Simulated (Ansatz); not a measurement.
Data:

NiSi2 (fluorite type, space group Fm-3m)

```xyz
3
Lattice="0.0000 2.7223 2.7223 2.7223 0.0000 2.7223 2.7223 2.7223 0.0000" Properties=species:S:1:pos:R:3 pbc="T T T"
Ni     0.0000     0.0000     0.0000
Si     1.3611     1.3611     1.3611
Si     4.0834     4.0834     4.0834
```

Scan: atom 3 (Si, nearest neighbour Ni at 2.358 Å; its periodic images, 3.8 Å or more away, move with it) is displaced along Cartesian z, direction (0.000, 0.000, 1.000) in Cartesian axes, by s. The other atoms stay.

All values below come from PBE (plane waves to 420 eV, PAW, scalar-relativistic; Ansatz, a program for electronic structure). k mesh 12×12×12 (Γ-centred), Fermi-Dirac smearing 0.05 eV. E stands for the smeared free energy. With partly filled bands, energies and forces of such displacements shift with the k mesh and the smearing. NiSi2 is run without spin polarisation. NiSi2 was relaxed with its symmetry unable to fall. ΔE is measured from the undisplaced structure.

The scan covers s from -0.470 to 0.470 Å in 11 points.

Is the energy the same for equal positive and negative displacements?

Even: the same for both signs. With its periodic images moving along, the atom's site symmetry in this cell is -43m.

What force acts on the atom along the line at s = -0.470 Å?

4.16 eV/Å.

(For displaced atoms, the force is minus the slope of the energy, and its curvature is a force constant, which sets phonon frequencies.)
